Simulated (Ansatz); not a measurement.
Data:

CdH6N2Cl2:
```cif
data_H6CdCl2N2
_chemical_formula_sum 'Cd1 H6 N2 Cl2'
_space_group_name_H-M_alt 'P 1'
_space_group_IT_number 1
_cell_length_a 5.77139
_cell_length_b 5.77139
_cell_length_c 3.95765
_cell_angle_alpha 89.544
_cell_angle_beta 90.456
_cell_angle_gamma 90.995
loop_
_space_group_symop_operation_xyz
  'x, y, z'
loop_
_atom_site_label
_atom_site_type_symbol
_atom_site_fract_x
_atom_site_fract_y
_atom_site_fract_z
_atom_site_occupancy
Cd1 Cd 0.98631 0.98631 0.00000 1
H1 H 0.56662 0.20438 0.85959 1
H2 H 0.20438 0.56662 0.14041 1
H3 H 0.66058 0.31121 0.21643 1
H4 H 0.31121 0.66058 0.78357 1
H5 H 0.40607 0.76790 0.13965 1
H6 H 0.76790 0.40607 0.86035 1
N1 N 0.26042 0.71195 0.01572 1
N2 N 0.71195 0.26042 0.98428 1
Cl1 Cl 0.21674 0.21674 0.50000 1
Cl2 Cl 0.75582 0.75582 0.50000 1
```

This is the r²SCAN+D4-relaxed structure.

Q: All from DFT-r²SCAN+D4 in the program Ansatz with PAW potentials, unless another level is named. Predict the electron effective mass with spin–orbit coupling.

A: 0.37, 0.40, 0.40 mₑ (principal values).

Q: Next, the hole effective mass with spin–orbit coupling?

A: 1.2, 1.5, 3.1 mₑ (principal values).

Q: Predict the formation energy from the elements (no fitted shifts).

A: -0.69 eV/atom.

Space group C2/m. The first step of the workflow began from a Materials Project structure, measured or hypothetical; the Crystallography Open Database copy checked does not list it. Whether it is the stable phase at ambient conditions was not checked. Symmetry was held in the r²SCAN+D4 relaxation; whether a distortion lowers the energy is not shown. The references are the lowest solids computed at this level, not always the standard phases (solids in place of the gases). Spin–orbit coupling is left out wherever it is not named.

Potentials: the later of the program's two PAW sets.

Edges and masses are those of Kohn–Sham bands, whose gap is no quasiparticle gap.
